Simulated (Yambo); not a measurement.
**Convergence of the G0W0 gap of Si**

G0W0@PBEsol for Si (space group P6_3/mmc, No. 194) in Yambo. Reference settings: 6×6×2 Γ-centred k mesh, 176 bands and a 10 Ry block in the screening, 176 bands in G with the Bruneval-Gonze terminator, plasmon pole fitted at 27.2 eV. The PBEsol gap Γ → M on this mesh is 0.29 eV; G0W0 gaps are taken between the same points.

```
change from the reference                                  G0W0 gap Γ → M (eV)  shift of the valence edge (eV)        rough Yambo cost
---------------------------------------------------------  -------------------  ------------------------------  ----------------------
reference settings                                                        0.98                           -0.70                       1
134 bands in W, 134 bands in G                                            0.97                           -0.66  within a factor of two
wavefunctions cut at 10 Ry                                                0.98                           -0.69  within a factor of two
exchange cut at 20 Ry                                                     0.98                           -0.70                       –
58 bands in W, 58 bands in G, 2 Ry block                                  0.63                           -0.05              about 1/20
58 bands in W, 58 bands in G, 4 Ry block                                  0.78                           -0.25              about 1/20
92 bands in W, 92 bands in G, 4 Ry block                                  0.77                           -0.33              about 1/10
58 bands in W, 58 bands in G, 8 Ry block                                  0.93                           -0.44               about 1/8
134 bands in W, 134 bands in G, 2 Ry block                                0.61                           -0.11               about 1/7
92 bands in W, 92 bands in G, 4 Ry block, no terminator                   0.74                           -0.26               about 1/9
134 bands in W, 134 bands in G, 4 Ry block, no terminator                 0.75                           -0.34               about 1/7
33 bands in W, 33 bands in G, no terminator                               0.79                            0.18               about 1/6
58 bands in W, 58 bands in G, no terminator                               0.86                           -0.23               about 1/4
92 bands in W, 92 bands in G, no terminator                               0.90                           -0.44               about 1/2
no terminator                                                             0.96                           -0.65  within a factor of two
```

The reference isn't shown to be the converged limit. Costs are rough (shared machines), scaled to the same edge states, and given only for runs that recompute the screening.

Geometry relaxed with PBEsol; primitive cell a = b = 3.826 Å, c = 6.315 Å, α = β = 90.00°, γ = 120.00°.

This is not the ordinary phase of the substance; no match was found in the copy of COD used, and its stability was not checked.

A shift is the quasiparticle energy of the state minus its PBEsol energy.
